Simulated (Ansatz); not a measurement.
SiRu2 in space group P4/nmm (No. 129; Ru on 2a, Ru on 2c, Si on 2c), DFT-r²SCAN in the program Ansatz with PAW potentials, all energies at zero smearing, with the estimated change up to a 700 eV cutoff added, with one set of potentials and settings (totals compare only within such a set). Cell of 6 atoms (4 Ru, 2 Si): -24842.513 eV.

| element | reference phase | E (eV/atom) |
|---|---|---|
| Ru | P6_3/mmc, 2 atoms in the cell | -5890.7404 |
| Si | Fd-3m, 2 atoms in the cell | -639.0665 |

Formation energy per atom, worked out: (-24842.513 − 4×(-5890.7404) − 2×(-639.0665))/6 = -0.236 eV/atom (-23 kJ per mol of atoms), at 0 K, without zero-point energy or fitted corrections.

A made-up cell: these elements were put on the sites of a structure type; neither database checked (COD, Materials Project) lists it. Whether it is the stable phase at ambient conditions was not checked. The cell was relaxed with r²SCAN under the symmetry of its start; its stability against distortions is not shown here. No spin polarisation was allowed. The references are the lowest solids computed at this level, not always the standard phases.

Potentials: the earlier of the program's two PAW sets.
